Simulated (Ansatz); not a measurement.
Relaxed-ion elastic tensor of PbF2 (fluorite, Fm-3m) in GPa (Voigt order), the program Ansatz at the PBE level (PAW); density 7.54 g/cm³, 18.01 Å³ per atom.

|  | 1 | 2 | 3 | 4 | 5 | 6 |
|---|---|---|---|---|---|---|
| 1 | 102 | 48.6 | 48.6 | 0.0 | 0.0 | 0.0 |
| 2 | 48.6 | 102 | 48.6 | 0.0 | 0.0 | 0.0 |
| 3 | 48.6 | 48.6 | 102 | 0.0 | 0.0 | 0.0 |
| 4 | 0.0 | 0.0 | 0.0 | 20.1 | 0.0 | 0.0 |
| 5 | 0.0 | 0.0 | 0.0 | 0.0 | 20.1 | 0.0 |
| 6 | 0.0 | 0.0 | 0.0 | 0.0 | 0.0 | 20.1 |

Question: Is the crystal mechanically stable?

Answer: Yes: the smallest eigenvalue of C is 20.1 GPa.

Question: Work out the Voigt, Reuss and Hill averages.

Answer: K_V = 66.5, K_R = 66.5, K_H = 66.5; G_V = 22.8, G_R = 22.3, G_H = 22.6 GPa.

Question: Give Young's modulus, Poisson's ratio, Pugh's ratio and the universal anisotropy index.

Answer: E = 9KG/(3K + G) = 60.8 GPa; ν = 0.35; K/G = 2.95 (ductile by the Pugh limit of 1.75); A_U = 5G_V/G_R + K_V/K_R − 6 = 0.10.

Question: Estimate the sound speeds and the Debye temperature.

Answer: v_l = √((K + 4G/3)/ρ) = 3580 m/s, v_t = √(G/ρ) = 1730 m/s, mean 1940 m/s; Θ = (h/k)(3n/4πV)^(1/3) v_m = 221 K.

Question: Give the Zener ratio and Young's modulus along [100], [110] and [111].

Answer: A = 2C44/(C11 − C12) = 0.75; 1/E = S11 − 2(S11 − S12 − S44/2)Γ with Γ = 0, 1/4, 1/3 gives 70.8, 58.1, 54.8 GPa.

The PBE relaxation kept the symmetry of its start; phonons on a q-mesh show no instability. Spin–orbit coupling is left out wherever it is not named.

Potentials: the later of the program's two PAW sets.
